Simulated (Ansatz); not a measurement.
**CdPtC₆N₆: field gradients at two levels of theory**

Cell: an entry of the Crystallography Open Database (COD), ions relaxed with PBE at fixed cell.

Space group Fm-3m (No. 225); a = 10.9380 Å.

| site | Wyckoff | site symmetry | x | y | z |
| --- | --- | --- | --- | --- | --- |
| Cd | 4b | m-3m | 0.5000 | 0.5000 | 0.5000 |
| Pt | 4a | m-3m | 0.0000 | 0.0000 | 0.0000 |
| C | 24e | 4m.m | 0.5000 | 0.5000 | 0.8167 |
| N | 24e | 4m.m | 0.5000 | 0.5000 | 0.7109 |

One atom of each set is listed; the run and its k-mesh use a cell of 14 atoms with edges of 7.73, 7.73, 7.73 Å.

First run. The numbers come from a DFT calculation in Ansatz (PBE, plane waves and PAW, scalar-relativistic, 420 eV cutoff, Γ-centred 5×5×5 k-points, Fermi–Dirac smearing 0.05 eV).

```tsv
site	V_zz (10²¹ V/m²)	η
C	-3.82	0.00
N	-5.88	0.00
```

Second run. The same atoms and settings, except that spin–orbit coupling is included (fully relativistic PAW files).

Q: Given the first result, estimate the second.

A: 

```tsv
site	V_zz	η	change of V_zz
C	-3.82	0.00	0.00
N	-5.88	0.00	0.00
```

No V_zz moves by more than 0.01. Sites without a gradient aren't listed.

The database entry as given showed forces above 3 eV/Å or a pressure above 30 GPa, though relaxing it moves no atom far.
